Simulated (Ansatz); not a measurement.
ZrO2 (tetragonal-ZrO2 type, space group P4_2/nmc)

```
ZrO2
1.0
    3.60110     0.00000     0.00000
    0.00000     3.60110     0.00000
    0.00000     0.00000     5.23008
Zr O
2 4
Cartesian
  0.00000   0.00000   0.00000
  1.80055   1.80055   2.61504
  0.00000   1.80055   1.02705
  0.00000   1.80055   3.64209
  1.80055   0.00000   1.58799
  1.80055   0.00000   4.20303
```

Equation-of-state scan: isotropic scaling of the cell above, V₀ being its volume. The atoms relax within the cell's symmetry.

The numbers are results of r2SCAN (plane waves to 500 eV, PAW, scalar-relativistic; Ansatz, a program for electronic structure), not measurements. k mesh 9×9×7 (Γ-centred), Fermi-Dirac smearing 0.05 eV. Energies are smeared free energies. Stress and pressure are positive under compression. The PAW data are Ansatz's earlier set. This is a high-temperature form of ZrO2. ZrO2 is run without spin polarisation. ZrO2 was relaxed with its symmetry unable to fall. ΔE is measured from the relaxed starting cell.

### Question
What ΔE (kJ/mol of atoms) and P (GPa) does the calculation give at V/V₀ = 0.872, 0.904, 0.936, 1.064, 1.096, 1.128?

### Answer
```tsv
V/V₀	ΔE (kJ/mol of atoms)	P (GPa)
0.872	14.10	36.9
0.904	7.41	25.0
0.936	3.08	15.1
1.064	2.41	-10.4
1.096	5.13	-14.3
1.128	8.61	-17.6
```

(A scan under strain: stresses follow from slopes of the energy per volume, elastic moduli from its curvatures.)
